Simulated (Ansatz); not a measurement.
# YAlGe: do energies and stresses tell the same story?

Computed with DFT r2SCAN, scalar-relativistic, plane waves, PAW (Ansatz).

Settings: cutoff 500 eV, Γ-centred mesh 10×10×6 on the computed 6-atom cell, Gaussian smearing of 0.10 eV; no spin polarisation.

Relaxed cell: Cmcm, a = 4.033 Å, b = 10.465 Å, c = 5.762 Å, α = 90.00°, β = 90.00°, γ = 90.00°, 6 atoms in the primitive cell. Whether it is the stable form of this composition wasn't checked.

Energies at zero smearing and pressures from the stress tensor, at volumes with shape and atoms relaxed:
```tsv
V (Å³/atom)	E − E(first) (meV/atom)	P (GPa)
18.442	0.00	10.11
19.050	-30.75	6.20
19.657	-47.77	2.86
20.265	-53.06	0.01
20.873	-48.34	-2.42
21.481	-35.08	-4.49
```

Task: Check P = −dE/dV between neighbouring volumes, and get the bulk modulus from the pressures alone.

Result: With 1 eV/Å³ = 160.2 GPa:
| middle V (Å³/atom) | −ΔE/ΔV (GPa) | mean P (GPa) |
| --- | --- | --- |
| 18.746 | 8.103 | 8.153 |
| 19.353 | 4.486 | 4.529 |
| 19.961 | 1.394 | 1.434 |
| 20.569 | -1.245 | -1.207 |
| 21.177 | -3.493 | -3.458 |

The two differ by 0.05 GPa at most. The mean of two end pressures misses the average over a step by about ΔV² P″/12, up to 0.05 GPa here; with that taken off 0.01 GPa remains. Around V = 20.265 Å³/atom, the two neighbours give B = −V ΔP/ΔV = 20.265 × 5.28 / 1.216 = 88.1 GPa, against B0 = 87.7 GPa from the Birch–Murnaghan fit of the energies.